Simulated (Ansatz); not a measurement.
## An Ansatz input for BP with a B vacancy

```yaml
crystal:
  lattice:
    - [0.0, 6.7982171535, 6.7982171535]
    - [6.7982171535, 0.0, 6.7982171535]
    - [6.7982171535, 6.7982171535, 0.0]
  atoms:
    - { symbol: b, position: [0.0, 0.0, 0.3333333333] }
    - { symbol: B, position: [0.0, 0.0, 0.6666666667] }
    - { symbol: B, position: [0.0, 0.3333333333, 0.0] }
    - { symbol: B, position: [0.0, 0.3333333333, 0.3333333333] }
    - { symbol: B, position: [0.0, 0.3333333333, 0.6666666667] }
    - { symbol: B, position: [0.0, 0.6666666667, 0.0] }
    - { symbol: B, position: [0.0, 0.6666666667, 0.3333333333] }
    - { symbol: B, position: [0.0, 0.6666666667, 0.6666666667] }
    - { symbol: B, position: [0.3333333333, 0.0, 0.0] }
    - { symbol: B, position: [0.3333333333, 0.0, 0.3333333333] }
    - { symbol: B, position: [0.3333333333, 0.0, 0.6666666667] }
    - { symbol: B, position: [0.3333333333, 0.3333333333, 0.0] }
    - { symbol: B, position: [0.3333333333, 0.3333333333, 0.3333333333] }
    - { symbol: B, position: [0.3333333333, 0.3333333333, 0.6666666667] }
    - { symbol: B, position: [0.3333333333, 0.6666666667, 0.0] }
    - { symbol: B, position: [0.3333333333, 0.6666666667, 0.3333333333] }
    - { symbol: B, position: [0.3333333333, 0.6666666667, 0.6666666667] }
    - { symbol: B, position: [0.6666666667, 0.0, 0.0] }
    - { symbol: B, position: [0.6666666667, 0.0, 0.3333333333] }
    - { symbol: B, position: [0.6666666667, 0.0, 0.6666666667] }
    - { symbol: B, position: [0.6666666667, 0.3333333333, 0.0] }
    - { symbol: B, position: [0.6666666667, 0.3333333333, 0.3333333333] }
    - { symbol: B, position: [0.6666666667, 0.3333333333, 0.6666666667] }
    - { symbol: B, position: [0.6666666667, 0.6666666667, 0.0] }
    - { symbol: B, position: [0.6666666667, 0.6666666667, 0.3333333333] }
    - { symbol: B, position: [0.6666666667, 0.6666666667, 0.6666666667] }
    - { symbol: P, position: [0.25, 0.25, 0.25] }
    - { symbol: P, position: [0.25, 0.25, 0.5833333333] }
    - { symbol: P, position: [0.25, 0.25, 0.9166666667] }
    - { symbol: P, position: [0.25, 0.5833333333, 0.25] }
    - { symbol: P, position: [0.25, 0.5833333333, 0.5833333333] }
    - { symbol: P, position: [0.25, 0.5833333333, 0.9166666667] }
    - { symbol: P, position: [0.25, 0.9166666667, 0.25] }
    - { symbol: P, position: [0.25, 0.9166666667, 0.5833333333] }
    - { symbol: P, position: [0.25, 0.9166666667, 0.9166666667] }
    - { symbol: P, position: [0.5833333333, 0.25, 0.25] }
    - { symbol: P, position: [0.5833333333, 0.25, 0.5833333333] }
    - { symbol: P, position: [0.5833333333, 0.25, 0.9166666667] }
    - { symbol: P, position: [0.5833333333, 0.5833333333, 0.25] }
    - { symbol: P, position: [0.5833333333, 0.5833333333, 0.5833333333] }
    - { symbol: P, position: [0.5833333333, 0.5833333333, 0.9166666667] }
    - { symbol: P, position: [0.5833333333, 0.9166666667, 0.25] }
    - { symbol: P, position: [0.5833333333, 0.9166666667, 0.5833333333] }
    - { symbol: P, position: [0.5833333333, 0.9166666667, 0.9166666667] }
    - { symbol: P, position: [0.9166666667, 0.25, 0.25] }
    - { symbol: P, position: [0.9166666667, 0.25, 0.5833333333] }
    - { symbol: P, position: [0.9166666667, 0.25, 0.9166666667] }
    - { symbol: P, position: [0.9166666667, 0.5833333333, 0.25] }
    - { symbol: P, position: [0.9166666667, 0.5833333333, 0.5833333333] }
    - { symbol: P, position: [0.9166666667, 0.5833333333, 0.9166666667] }
    - { symbol: P, position: [0.9166666667, 0.9166666667, 0.25] }
    - { symbol: P, position: [0.9166666667, 0.9166666667, 0.5833333333] }
    - { symbol: P, position: [0.9166666667, 0.9166666667, 0.9166666667] }
total_charge: -3
kpoints:
  mp_grid: { grid: [3, 3, 3] }
scf:
  occupations: { method: fermi_dirac, width: 0.01 }
  max_iter: 50
hamiltonian:
  xc: pbe
  pseudopotentials: { kind: paw }
output:
  forces: true
  stress: true
  populations: true
  efg: { quadrupole_moments_barn: { B: 0.04059 }, contact_densities: true }
```

```sh
ansatz run input.yaml --threads 1 --pin off --max-ram 3072MiB --backend cpu --events-out ev --progress --plain --runs-dir out
```

Task: What happens when this input is run?

Result: The program refused the input. The input holds an unknown element. The program says:

```
Error: YAML parse error: error: line 7 column 17: `b` is not an element symbol (H … Og, case-exact)
 --> <input>:7:17
  |
5 |     - [6.7982171535, 6.7982171535, 0.0]
6 |   atoms:
7 |     - { symbol: b, position: [0.0, 0.0, 0.3333333333] }
  |                 ^ `b` is not an element symbol (H … Og, case-exact)
8 |     - { symbol: B, position: [0.0, 0.0, 0.6666666667] }
9 |     - { symbol: B, position: [0.0, 0.3333333333, 0.0] }
  |
```

Against a sound input the change was `crystal.atoms[0].symbol`: B → b; `scf.max_iter`: not typed → 50.

With the sound settings the run converges and gives V_zz (10²¹ V/m²) B1 -0.38 (η 0.51), B4 0.11 (η 0.00), B8 0.13 (η 0.00), B14 0.057 (η 0.79), P28 0.93 (η 0.59), P31 -0.30 (η 0.00), among others; a site carries the number of its first atom in the input. The run isn't spin-polarised, and a state with spin may lie lower. The defect repeats with the cell of 53 atoms, so it feels its images: sites between two images don't show the values beside a lone defect, and zeros or small values of η there can come from the images' arrangement. A uniform background compensates the cell's charge. The defect cell has no gap above 0.1 eV on its mesh, so the values can hang on the smearing and the k-mesh. The neighbours have not yet relaxed around the defect (largest force 0.82 eV/Å), so a real crystal will differ.
